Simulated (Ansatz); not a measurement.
A relaxed cell of SiRu (P2₁3 (No. 198)), relaxed on a k-mesh at least as fine as the one used below. Method: r2SCAN (plane waves to 500 eV, PAW, scalar-relativistic; Ansatz, a first-principles code). Γ-centred k-mesh 5×5×5 on the run's cell (coarser than for final values), Fermi–Dirac smearing 0.05 eV.

```
CELL_PARAMETERS angstrom
      4.70473     0.00000     0.00000
      0.00000     4.70473     0.00000
      0.00000     0.00000     4.70473
ATOMIC_POSITIONS crystal
  Ru 0.12942 0.12942 0.12942
  Ru 0.62942 0.37058 0.87058
  Ru 0.87058 0.62942 0.37058
  Ru 0.37058 0.87058 0.62942
  Si 0.83761 0.83761 0.83761
  Si 0.33761 0.66239 0.16239
  Si 0.16239 0.33761 0.66239
  Si 0.66239 0.16239 0.33761
```

The atoms are displaced by (Å):

```json
[
 {"atom": "Ru1", "ux": "-0.003", "uy": "-0.001", "uz": "0.032"},
 {"atom": "Ru2", "ux": "-0.066", "uy": "0.031", "uz": "0.013"},
 {"atom": "Ru3", "ux": "0.006", "uy": "0.018", "uz": "0.015"},
 {"atom": "Ru4", "ux": "-0.005", "uy": "0.106", "uz": "0.004"},
 {"atom": "Si5", "ux": "-0.107", "uy": "-0.025", "uz": "-0.034"},
 {"atom": "Si6", "ux": "-0.065", "uy": "0.149", "uz": "0.203"},
 {"atom": "Si7", "ux": "0.004", "uy": "0.088", "uz": "-0.032"},
 {"atom": "Si8", "ux": "0.084", "uy": "-0.127", "uz": "0.102"}
]
```

Task: What forces (eV/Å) and pressure result?

Result: 
```tsv
atom	Fx	Fy	Fz
Ru1	-0.74	0.93	-1.24
Ru2	0.52	0.22	1.12
Ru3	-1.44	-0.22	-0.07
Ru4	-1.12	-0.90	2.19
Si5	1.26	0.80	1.39
Si6	1.53	-2.44	-3.00
Si7	-0.11	-0.54	1.01
Si8	0.11	2.13	-1.39
```

Pressure +6.4 GPa.

Task: Estimate the energy cost of the displacement in the harmonic approximation and compare with the calculation.

Result: For a harmonic well ΔE = −½ Σ F·u = 0.952 eV a cell, or 119 meV/atom. The calculated energy relative to the undisplaced cell is +0.12 eV/atom, so the harmonic estimate holds well.

No spin polarisation in the result.

The run that gave the undisplaced cell could not lose the symmetry of its start; a randomly shaken copy of 8 atoms returns to this structure.

The first start was generated by placing the elements on the sites of a structure type. Materials Project lists a structure of SiRu in the same space group, P2₁3 (No. 198); the sites were not compared with it, nor with measured phases.
